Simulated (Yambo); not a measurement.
KBaYB₂O₆: sweep of GW parameters

G0W0@PBEsol for KBaYB2O6 (space group R3m, No. 160) in Yambo. Reference settings: 2×2×2 Γ-centred k mesh, bands 2 to 234 and a 7 Ry block in the screening, 234 bands in G with the Bruneval-Gonze terminator, plasmon pole fitted at 27.2 eV. The PBEsol gap Γ → Γ on this mesh is 3.79 eV; G0W0 gaps are taken between the same points.

| change from the reference | G0W0 gap Γ → Γ (eV) | shift of the valence edge (eV) | rough Yambo cost |
|---|---|---|---|
| reference settings | 5.73 | -1.09 | 1 |
| 95 bands in W, 95 bands in G | 5.94 | -0.92 | about 1/5 |
| 154 bands in W, 154 bands in G | 5.76 | -1.02 | about 1/2 |
| 154 bands in G | 5.73 | -1.08 | – |
| 115 bands in W | 5.84 | -0.99 | about 1/3 |
| no random integration | 5.62 | -0.85 | – |
| no terminator | 5.61 | -0.87 | – |

The reference isn't shown to be the converged limit. Costs are rough (shared machines), scaled to the same edge states, and given only for runs that recompute the screening.

Geometry of the Materials Project entry, not relaxed at this level; primitive cell a = 6.8319 Å, b = 6.8319 Å, c = 6.8319 Å, α = 47.23°, β = 47.23°, γ = 47.23°.

The structure is a Materials Project entry; no match was found in the copy of COD used, and its stability was not checked.

A shift is the quasiparticle energy of the state minus its PBEsol energy.
